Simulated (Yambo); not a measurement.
# Bethe-Salpeter results for Ba2OsH6

```
CELL_PARAMETERS angstrom
      0.00000     4.04621     4.04621
      4.04621     0.00000     4.04621
      4.04621     4.04621     0.00000
ATOMIC_POSITIONS crystal
  H  0.78592 0.78592 0.21408
  H  0.21408 0.21408 0.78592
  H  0.21408 0.78592 0.78592
  H  0.78592 0.21408 0.21408
  H  0.78592 0.21408 0.78592
  H  0.21408 0.78592 0.21408
  Ba 0.75000 0.75000 0.75000
  Ba 0.25000 0.25000 0.25000
  Os 0.00000 0.00000 0.00000
```

The geometry is that of Materials Project entry mp-697044, symmetrised and not relaxed again.

BSE in Yambo on PBEsol (pw.x of Quantum ESPRESSO, ONCV potentials, scalar-relativistic) bands: 6×6×6 mesh, 6 valence and 9 conduction bands, static screening with 69 bands and a 3 Ry block, scissor 0.98 eV, Tamm-Dancoff; field along x.

```
state  energy (eV)  states within 2 meV  relative strength  class    main transitions
-----  -----------  -------------------  -----------------  -----  ------------------
1             2.29                    3             < 0.01   dark  several band pairs
2             2.54                    3             < 0.01   dark  several band pairs
3             2.69                    2             < 0.01   dark      VB → CB (90 %)
4             2.74                    1             < 0.01   dark      VB → CB (76 %)
5             2.74                    3             < 0.01   dark  several band pairs
6             2.79                    3             < 0.01   dark  several band pairs
7             2.80                    3               1.00   weak    VB−1 → CB (79 %)
```

These are vertical excitations (zero momentum); the indirect quasiparticle gap, about 2.80 eV, is smaller than the direct one (3.12 eV on the GW mesh). The direct quasiparticle gap on this mesh is 3.12 eV; counted from there, state 1 is bound by 0.83 eV. Convergence with the mesh was not shown.

Spin singlets only. Strengths are relative to the strongest of the lowest states of this run; strong means a line over 3 % of the spectrum's maximum, dark under 0.03 %. Absolute energies carry the error of the G0W0 scissor, whose convergence isn't established.

Without spin-orbit coupling, band edges of such heavy elements can be off by tenths of an eV.

The structure is a Materials Project entry; no match was found in the copy of COD used, and its stability was not checked.
